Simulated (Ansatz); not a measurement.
Ru (hcp, Mg type)

```xyz
4
Lattice="5.4091 0.0000 0.0000 -1.3523 2.3422 0.0000 0.0000 0.0000 4.2601" Properties=species:S:1:pos:R:3 pbc="T T T"
Ru     0.0000     1.5615     3.1951
Ru     2.7046     1.5615     3.1951
Ru     1.3523     0.7807     1.0650
Ru     4.0568     0.7807     1.0650
```

A phonon eigenvector at M = (0.5, 0.0, 0.0) is frozen into this cell: atom i moves by Q times the vector below, so Q is the largest atomic displacement, in Å. The cell is held. (q is in reciprocal vectors of the primitive cell; the cell shown is doubled to hold the pattern.)

| atom | x | y | z |
|---|---|---|---|
| Ru1 | 0.000 | 0.000 | -1.000 |
| Ru2 | 0.000 | 0.000 | 1.000 |
| Ru3 | 0.000 | 0.000 | -1.000 |
| Ru4 | 0.000 | 0.000 | 1.000 |

Calculation: r2SCAN (plane waves to 500 eV, PAW, scalar-relativistic; Ansatz, a program for electronic structure). k mesh 10×20×11 (Γ-centred), Fermi-Dirac smearing 0.05 eV. With partly filled bands, energies and forces of such displacements shift with the k mesh and the smearing. Ru is run without spin polarisation. Ru was relaxed with its symmetry unable to fall.

At one point of the scan the forces (eV/Å) are:

```
atom      Fx      Fy      Fz
----  ------  ------  ------
Ru1    0.141   0.081  -0.788
Ru2    0.141   0.081   0.788
Ru3   -0.141  -0.081  -0.788
Ru4   -0.141  -0.081   0.788
```

Which point is it?
(A) Q = -0.033 Å
(B) Q = -0.067 Å
(C) Q = -0.083 Å
(D) Q = -0.050 Å

B, Q = -0.067 Å

(For displaced atoms, the force is minus the slope of the energy, and its curvature is a force constant, which sets phonon frequencies.)
